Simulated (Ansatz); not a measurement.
Starting structure of a cell relaxation (symmetry kept):

```yaml
crystal:
  lattice:
    - [9.38299, -1.42855, 0.06412]
    - [9.38299, 1.42855, 0.06412]
    - [-0.15194, 0.00000, 4.94484]
  atoms:
    - { symbol: Ni, position: [0.00000, 0.00000, 0.00000] }
    - { symbol: Ni, position: [0.62516, 0.62516, 0.86388] }
    - { symbol: Ni, position: [0.25754, 0.25754, 0.74698] }
    - { symbol: Ni, position: [0.50000, 0.50000, 0.50000] }
    - { symbol: Ni, position: [0.74246, 0.74246, 0.25302] }
    - { symbol: Ni, position: [0.37484, 0.37484, 0.13612] }
    - { symbol: O, position: [0.80765, 0.80765, 0.95308] }
    - { symbol: O, position: [0.44720, 0.44720, 0.84709] }
    - { symbol: O, position: [0.05873, 0.05873, 0.70224] }
    - { symbol: O, position: [0.70050, 0.70050, 0.60333] }
    - { symbol: O, position: [0.29950, 0.29950, 0.39667] }
    - { symbol: O, position: [0.94127, 0.94127, 0.29776] }
    - { symbol: O, position: [0.55280, 0.55280, 0.15291] }
    - { symbol: O, position: [0.19235, 0.19235, 0.04692] }
```

These are results of DFT PBEsol, scalar-relativistic, plane waves, PAW in Ansatz, not measurements.

Settings: cutoff 420 eV, Γ-centred mesh 12×12×8 on the computed 14-atom cell, Gaussian smearing of 0.10 eV; collinear spin from starting moments 0 -1.33 0.65 1.33 0.65 -1.33 0 0 0 0 0 0 0 0 μB.

Q: What does it relax to?

A: The volume is unchanged to within 0.01 Å³/atom to 9.47 Å³/atom, and the energy changes by under 0.1 meV/atom. The cell ends with a moment of -0.01 μB (only this magnetic start was tried). Final structure:
Space group C2/m (No. 12). a = 18.767 Å, b = 2.858 Å, c = 4.945 Å, α = 90.00°, β = 91.39°, γ = 90.00°
| atom | site | symmetry | x | y | z |
| --- | --- | --- | --- | --- | --- |
| Ni | 2a | 2/m | 0.0000 | 0.0000 | 0.0000 |
| Ni | 4i | m | 0.1252 | 0.5000 | 0.8641 |
| Ni | 4i | m | 0.2574 | 0.0000 | 0.7471 |
| Ni | 2d | 2/m | 0.0000 | 0.5000 | 0.5000 |
| O | 4i | m | 0.3076 | 0.5000 | 0.9528 |
| O | 4i | m | 0.4472 | 0.0000 | 0.8470 |
| O | 4i | m | 0.0587 | 0.0000 | 0.7021 |
| O | 4i | m | 0.2004 | 0.5000 | 0.6029 |

Course of the relaxation (steps run on the plane waves of an earlier cell, and the basis is chosen afresh near the end, so energy and pressure can step there; trial steps that raised the energy were taken back; energies are free energies):

```tsv
step	largest force component (eV/Å)	P (GPa)	V (Å³/atom)
1	0.024	0.02	9.47
2	0.015	0.01	9.47
3	0.002	0.00	9.47
4	0.002	0.00	9.47
```

Cost: 1 run of about 54 core-minutes, on Intel Xeon Platinum 8488C (Sapphire Rapids) (shared hosts).